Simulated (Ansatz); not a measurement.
Y3Si5:
```cif
data_Si5Y3
_chemical_formula_sum 'Y3 Si5'
_space_group_name_H-M_alt 'P-62m'
_space_group_IT_number 189
_space_group_name_Hall 'P -6 -2'
_cell_length_a 6.49870
_cell_length_b 6.49870
_cell_length_c 4.15446
_cell_angle_alpha 90.000
_cell_angle_beta 90.000
_cell_angle_gamma 120.000
loop_
_atom_site_label
_atom_site_type_symbol
_atom_site_symmetry_multiplicity
_atom_site_Wyckoff_symbol
_atom_site_fract_x
_atom_site_fract_y
_atom_site_fract_z
_atom_site_occupancy
Y1 Y 3 f 0.00000 0.64556 0.00000 1
Si1 Si 2 d 0.33333 0.66667 0.50000 1
Si2 Si 3 g 0.73739 0.73739 0.50000 1
```

Relaxed with PBEsol.

Question: Decompose the optical modes at the zone centre into irreducible representations, and say which are infrared and Raman allowed.

Answer: Point group -6m2: Γ_opt = 2A1' + A1'' + 2A2' + 2A2'' + 5E' + 2E''. Infrared: A2'', E'. Raman: A1', E', E''.

Question: Assign frequencies (DFPT, DFT-PBEsol in the program Ansatz with PAW potentials).

Answer: E' 114, A1' 125, E'' 174, E' 183, A2' 186, A1' 200, A2'' 234, E' 252, E'' 254, A1'' 259, A2'' 293, A2' 325, E' 358, E' 396 cm⁻¹.

The start of the workflow was typed in or built on a structure type; neither database checked (COD, Materials Project) lists it. Its standing as an ambient phase is unchecked. The PBEsol relaxation kept the symmetry of its start; its stability against distortions is not shown here. No spin polarisation was allowed. As this level gives no gap, phonon frequencies hold no LO–TO term and depend on the k-mesh and smearing (Fermi–Dirac, 0.1 eV here).

Potentials: the earlier of the program's two PAW sets. The files were generated under PBE; for other functionals the program regenerates the frozen cores, and for LDA and PBEsol the local potential too.
